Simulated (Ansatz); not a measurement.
## Stability checks on a candidate for IrRu5

It was reached by relaxing an invented guess, and it needn't be the stable form of this composition.

Theory: DFT PBE, scalar-relativistic, plane waves, PAW in Ansatz 0.2.0. The final run on the 6-atom cell used 420 eV, a Γ-centred 14×10×6 mesh, 0.10 eV smearing and no spin polarisation.

```cif
data_structure
_symmetry_space_group_name_H-M 'Pmmm'
_symmetry_Int_Tables_number 47
_cell_length_a 2.6986
_cell_length_b 3.8220
_cell_length_c 8.1020
_cell_angle_alpha 90.000
_cell_angle_beta 90.000
_cell_angle_gamma 90.000
_cell_volume 83.56
loop_
_atom_site_label
_atom_site_type_symbol
_atom_site_symmetry_multiplicity
_atom_site_Wyckoff_symbol
_atom_site_fract_x
_atom_site_fract_y
_atom_site_fract_z
_atom_site_occupancy
Ru1 Ru 2 t 0.50000 0.50000 0.16931 1
Ru2 Ru 2 q 0.00000 0.00000 0.33483 1
Ru3 Ru 1 h 0.50000 0.50000 0.50000 1
Ir1 Ir 1 a 0.00000 0.00000 0.00000 1
```

The zero of energy is the elements' standard structures at the same level; no fitted shifts are applied.

Problem. These tests were run: energy against the elements; random kick, then relaxation without symmetry; phonons on a 4×2×1 q mesh; elastic tensor. What do they show?

Solution.

```json
{"test": "energy against the elements", "result": "+0.06 eV/atom"}
{"test": "random kick, then relaxation without symmetry", "result": "returns"}
{"test": "phonons on a 4×2×1 q mesh", "result": "no imaginary mode on the mesh"}
{"test": "elastic tensor", "result": "least eigenvalue 141 GPa"}
```

It fails one test: energy against the elements. It may still be a metastable minimum.

Spin–orbit coupling, which can matter for Ir, is left out. The kick test ran on a coarse mesh. The run for the phonons used a 16×10×6 k mesh and Fermi–Dirac smearing of 0.15 eV. The run for the elastic tensor used a 16×10×6 k mesh and Fermi–Dirac smearing of 0.15 eV.
